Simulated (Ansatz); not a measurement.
Here is an unrelaxed guess for TiW4.

```yaml
crystal:
  lattice:
    - [2.90603, 0.00000, 0.00000]
    - [-1.45301, 2.51669, 0.00000]
    - [0.00000, 0.00000, 22.85574]
  atoms:
    - { symbol: Ti, position: [0.66667, 0.33333, 0.70000] }
    - { symbol: Ti, position: [0.66667, 0.33333, 0.30000] }
    - { symbol: W, position: [0.33333, 0.66667, 0.60000] }
    - { symbol: W, position: [0.33333, 0.66667, 0.80000] }
    - { symbol: W, position: [0.33333, 0.66667, 0.00000] }
    - { symbol: W, position: [0.33333, 0.66667, 0.20000] }
    - { symbol: W, position: [0.33333, 0.66667, 0.40000] }
    - { symbol: W, position: [0.66667, 0.33333, 0.90000] }
    - { symbol: W, position: [0.66667, 0.33333, 0.10000] }
    - { symbol: W, position: [0.66667, 0.33333, 0.50000] }
```

The calculation used Ansatz, DFT PBE, scalar-relativistic, plane waves, PAW. Plane waves to 420 eV, a k mesh through Γ of 6×6×1 on the computed 10-atom cell and Gaussian smearing (0.10 eV); no spin polarisation.

Energies over the elements count from the elements' standard structures at the same level, with no fitted energy shifts.

Q: Estimate its pressure, forces and energy as it stands.

A: The pressure is -3.0 GPa (the mean over three directions, positive in compression), the largest force is 0.14 eV/Å, and the energy is +0.51 eV/atom against the elements. The shortest distance is 2.84 Å.

Q: Is it a good guess?

A: A fair one: relaxing gains under 0.1 eV/atom (the start's value is from the coarse mesh, so the gain is rough) in 14 ionic steps and ends at +0.43 eV/atom on the finer mesh. The symmetry stays P-6m2 (No. 187). The volume per atom shrinks by 1.0 %, from 16.7 to 16.6 Å³. The shortest distance goes from 2.84 Å (Ti–W and W–W) to 2.78 Å (Ti–Ti and W–W). The ratio c/a of the conventional cell changes by a factor of 1.13. Conventional cell: a = 2.783 Å, c = 24.682 Å. Ti is surrounded by 6 Ti at 2.78 Å and 6 W at 2.95 Å; around W on a site of symmetry 3m lie 9 W at 2.78–2.94 Å and 3 Ti at 2.95 Å; around W on a second site of symmetry 3m lie 9 W at 2.78–2.95 Å and 3 Ti at 2.95 Å; 3 more sites not described.

The last run used an 18×18×2 mesh (in the run's order of axes) for its 10-atom cell and Gaussian smearing of 0.10 eV. Spin–orbit coupling, which can matter for W, is left out. The relaxation can't lower the symmetry of the start, and the grade says only how near the guess is to its own end. Symmetry constrained the relaxation, so the result can be a saddle point.
